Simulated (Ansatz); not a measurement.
The calculation used DFT PBE, scalar-relativistic, plane waves, PAW in Ansatz. Settings: cutoff 420 eV, Γ-centred meshes spaced at most about 0.3 Å⁻¹, and about 0.25 Å⁻¹ or finer for metals (2π included), Gaussian smearing. No spin polarisation in the final relaxations.

All energies are static (0 K, no zero-point motion).

Two forms of Si₂Se were relaxed alike.

A.

```yaml
crystal:
  lattice:
    - [3.35026, 0.00000, 0.00000]
    - [-1.67513, 2.90141, 0.00000]
    - [0.00000, 0.00000, 6.05781]
  atoms:
    - { symbol: Si, position: [0.66667, 0.33333, 0.70088] }
    - { symbol: Si, position: [0.66667, 0.33333, 0.29912] }
    - { symbol: Se, position: [0.00000, 0.00000, 0.00000] }
```

B.

```yaml
crystal:
  lattice:
    - [5.86855, 0.00000, 0.00000]
    - [0.00000, 3.80925, 0.00000]
    - [-1.61187, 0.00000, 6.68715]
  atoms:
    - { symbol: Si, position: [0.68973, 0.00000, 0.35640] }
    - { symbol: Si, position: [0.94027, 0.50000, 0.40855] }
    - { symbol: Si, position: [0.71035, 0.00000, 0.69295] }
    - { symbol: Si, position: [0.15991, 0.50000, 0.73405] }
    - { symbol: Se, position: [0.57737, 0.50000, 0.87247] }
    - { symbol: Se, position: [0.08904, 0.00000, 0.93559] }
```

Task: Which would you expect to be lower, and how large is the difference?

Result: B is lower, by 0.38 eV/atom. A has space group P-6m2 (No. 187), 19.6 Å³/atom and no gap on its mesh; B has space group Pm (No. 6), 24.9 Å³/atom and a gap of 0.21 eV. Counting Se atoms around Si (those within 1.25 times the shortest such distance or 1.15 times the sum of covalent radii; the shortest distance is added where it is long for a bond; a slash parts the counts of unlike sites), A has Si 3 and B has Si 3/7 from 3.8 Å. A holds Si–Si pairs (shortest 2.43 Å); B holds Si–Si chains (shortest 2.29 Å). Even the lower one lies +0.21 eV/atom against the reference forms of the elements (uncorrected), so neither is stable at this level. Both come from invented guesses.

Weakly bound directions are ill-defined at this level, which has no dispersion term (Pm), and this can change margins and order among such cells. Kohn–Sham gaps at this level usually fall short of measured ones. Cells relaxed within their symmetry can be saddle points. The Pm cell of Si2Se came from shaking the P-6m2 one.
